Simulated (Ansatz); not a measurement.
CoPtO$_{2}$ in space group R-3m (No. 166; Co on 3b, Pt on 3a, O on 6c), plane-wave PAW LDA (Ansatz code), all energies at zero smearing, with the estimated change up to a 700 eV cutoff added, with one set of potentials and settings (totals compare only within such a set). Cell of 4 atoms (1 Co, 1 Pt, 2 O): -18417.033 eV.

```tsv
element	reference phase	E (eV/atom)
Co	P6_3/mmc, 2 atoms in the cell, spin-polarised	-5062.7718
Pt	Fm-3m, 1 atoms in the cell	-12244.9860
O	C2/m, 4 atoms in the cell, spin-polarised	-552.6518
```

Formation energy per atom, worked out: (-18417.033 − 1×(-5062.7718) − 1×(-12244.9860) − 2×(-552.6518))/4 = -0.993 eV/atom (-96 kJ per mol of atoms), at 0 K, without zero-point energy or fitted corrections.

The LDA relaxation kept the symmetry of its start; of distortions, only those at the zone centre were tested. The run is not spin-polarised. No Hubbard U is applied. The references are the lowest solids computed at this level, not always the standard phases (solids in place of the gases). Scalar-relativistic: spin–orbit coupling is off unless named, which matters more the heavier the elements.

Potentials: the later of the program's two PAW sets.
